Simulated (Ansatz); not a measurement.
PbS (rock salt), relaxed and computed with several functionals in Ansatz (plane waves, PAW).

| functional | a (Å) | gap (eV) | B₀ by P(V) fit (GPa) |
|---|---|---|---|
| r²SCAN | 5.974 | 0.69 | 57.8 |
| HSE06 | 5.968 | 0.86 | 57.2 |
| PBE | … | … | … |

### Question
Complete the blanks.

### Answer

- PBE, a (Å): 6.009
- PBE, gap (eV): 0.49
- PBE, B₀ by P(V) fit (GPa): 52.8

All cells were relaxed under the symmetry of their starts (and spin orders); stability against distortions was not tested throughout. Scalar-relativistic: spin–orbit coupling is off unless named, which matters more the heavier the elements.

Potentials: the later of the program's two PAW sets.

Ansatz (a first-principles code) is a plane-wave DFT program.
